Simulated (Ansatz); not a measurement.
Here is an unrelaxed guess for Nb3C.

```yaml
crystal:
  lattice:
    - [6.30087, 0.00000, 0.00000]
    - [-3.15043, 5.45671, 0.00000]
    - [0.00000, 0.00000, 4.75856]
  atoms:
    - { symbol: Nb, position: [0.35710, 0.17855, 0.75000] }
    - { symbol: Nb, position: [0.82145, 0.64290, 0.75000] }
    - { symbol: Nb, position: [0.17855, 0.82145, 0.25000] }
    - { symbol: Nb, position: [0.64290, 0.82145, 0.25000] }
    - { symbol: Nb, position: [0.17855, 0.35710, 0.25000] }
    - { symbol: Nb, position: [0.82145, 0.17855, 0.75000] }
    - { symbol: C, position: [0.66667, 0.33333, 0.25000] }
    - { symbol: C, position: [0.33333, 0.66667, 0.75000] }
```

These are results of DFT PBE, scalar-relativistic, plane waves, PAW (Ansatz), not measurements. Plane waves to 420 eV, a k mesh through Γ of 3×3×4 on the computed 8-atom cell and Gaussian smearing (0.10 eV); no spin polarisation.

Formation energies are uncorrected and refer to the elements' standard structures at the same level.

Question: How far from equilibrium is it?

Answer: The pressure is -30.0 GPa (the mean over three directions, positive in compression), the largest force is 0.43 eV/Å, and the energy is +1.59 eV/atom against the elements. The shortest distance is 2.92 Å.

Question: How much does it gain on relaxing, and where does it end?

Answer: Relaxing gains about 0.82 eV/atom (the start's value is from the coarse mesh, so the gain is rough) in 16 ionic steps and ends at +0.77 eV/atom on the finer mesh. The symmetry stays P6_3/mmc (No. 194). The end has the Ni3Sn (D0_19) type. The volume per atom shrinks by 28.0 %, from 20.5 to 14.7 Å³. The shortest distance goes from 2.92 Å (Nb–C) to 2.65 Å (Nb–Nb). The ratio c/a of the conventional cell changes by a factor of 1.17. Conventional cell: a = 5.356 Å, c = 4.741 Å. Around Nb lie 8 Nb at 2.65–2.84 Å and 4 C at 2.68–2.82 Å; around C lie 12 Nb at 2.68–2.82 Å.

The last run used a 12×12×8 mesh (in the run's order of axes) for its 8-atom cell and Gaussian smearing of 0.10 eV. The reference form of C is held partly by dispersion forces, which this level lacks. The relaxation can't lower the symmetry of the start. A structure relaxed within its symmetry needn't be a true minimum. Another cell of Nb3C relaxed alike, in P6_3/m, lies 0.74 eV/atom lower, so this cell isn't the stable form at this level.
